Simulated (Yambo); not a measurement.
Yambo run on Ba₂MgH₆ (space group P-3m1, No. 164). The wavefunctions are LDA (pw.x of Quantum ESPRESSO, ONCV potentials, no spin-orbit coupling) ones on a 3×3×4 mesh (18 occupied bands); a = b = 5.718 Å, c = 4.538 Å, α = β = 90.00°, γ = 120.00°.

Yambo input:

```
rim_cut
gw0
dyson
el_el_corr
HF_and_locXC
cohsex
em1s
RandQpts= 1000000
RandGvec= 1 Ry
EXXRLvcs= 84 Ry
VXCRLvcs= 336 Ry
Chimod= "HARTREE"
% BndsRnXs
 5 | 179 |
%
NGsBlkXs= 7 Ry
% LongDrXs
 1.0 | 1.0 | 1.0 |
%
ExtendOut
% QPkrange
 1 | 1 | 18 | 19 |
 4 | 4 | 18 | 18 |
%
```

k points by index: 1 = Γ, 4 = (0, 0.333, 0).

The o-*.qp file then holds:

```
#    K-point    Band    Eo [eV]    E [eV]    E-Eo [eV]    Vxc [eV]    Vnlxc [eV]    Sc|Eo [eV]    Re(Z)    Im(Z)
#
    1    18    -0.092675    -3.022000    -2.929325    -10.94051    -13.75244    -0.117394    1.000000    0.000000
    1    19    2.604350    2.117581    -0.486769    -9.084198    -4.613070    -4.957898    1.000000    0.000000
    4    18    0.000000    -2.975423    -2.975423    -10.98743    -13.79784    -0.165011    1.000000    0.000000
```
(The two width columns are left out.) Convergence of these settings isn't established.

Geometry of the Materials Project entry, not relaxed at this level.

The structure is a Materials Project entry; no match was found in the copy of COD used, and its stability was not checked.
